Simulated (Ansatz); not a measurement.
# Property card for MoS2

MoS$_{2}$:
```yaml
crystal:
  lattice:
    - [1.57657, 0.91023, 5.99887]
    - [-1.57657, 0.91023, 5.99887]
    - [0.00000, -1.82047, 5.99887]
  atoms:
    - { symbol: Mo, position: [0.99976, 0.99976, 0.99976] }
    - { symbol: S, position: [0.42001, 0.42001, 0.42001] }
    - { symbol: S, position: [0.24625, 0.24625, 0.24625] }
```

Space group R3m (No. 160); conventional cell a = b = 3.153 Å, c = 17.997 Å, α = β = 90.00°, γ = 120.00°.

Method: plane-wave PAW PBE+D3(BJ) (Ansatz code). Geometry: relaxed at this level of theory. Other levels are named where they apply.

**Cell and energy**

- Volume per atom: 17.22 Å³
- Density: 5.15 g/cm³
- Formation energy from the elements (no fitted shifts): -0.93 eV/atom

**Electronic structure**

- Band gap: 0.77 eV (indirect)
- Valence-band maximum: at T
- Conduction-band minimum: on the Γ–S0 line, 54 % of the way from Γ (k = 0.000, 0.182, -0.185 in fractions of the reciprocal vectors) (6 equivalent valleys)
- Smallest direct gap on the standard path: 1.77 eV
- Electron effective mass: 0.50, 0.63, 0.78 mₑ (principal values)
- Hole effective mass: 0.59, 0.59, 1.0 mₑ (principal values)
- Gap with spin–orbit coupling: 0.74 eV

**Mechanics**

Bulk modulus (Birch–Murnaghan fit): 45.3 GPa
Pressure derivative B′: 11.1

The PBE+D3(BJ) relaxation kept the symmetry of its start. No spin polarisation was allowed. The references are the lowest solids computed at this level, not always the standard phases. Scalar-relativistic: spin–orbit coupling is off unless named, which matters more the heavier the elements.

Potentials: the earlier of the program's two PAW sets.
